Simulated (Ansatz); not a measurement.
Si2Mo (fluorite or antifluorite type, Fm-3m) at seven volumes, the program Ansatz at the PBE level (PAW), scaled uniformly. One row is withheld.

```csv
V (Å³/atom),P (GPa)
15.236,?
15.738,8.82
16.241,4.07
16.743,0.00
17.245,-3.70
17.748,-6.67
18.250,-9.43
```

Question: Fit the shown pressures and predict the withheld one.

Answer: P = (3/2)B₀(x^(7/2) − x^(5/2))[1 + (3/4)(B′ − 4)(x − 1)] with x = (V₀/V)^(2/3). Least squares on the six rows gives V₀ = 16.737 Å³/atom, B₀ = 128 GPa, B′ = 3.72. At V = 15.236, x = 1.0646 and P = 14.32 GPa. The run itself gave 14.62 GPa.

The cell is a constructed one: a structure type filled with these elements; neither database checked (COD, Materials Project) lists it. It is not the phase usual at ambient conditions (space group No. 139). The cell was relaxed with PBE under the symmetry of its start; its stability against distortions is not shown here. The run is not spin-polarised.

Potentials: the later of the program's two PAW sets.
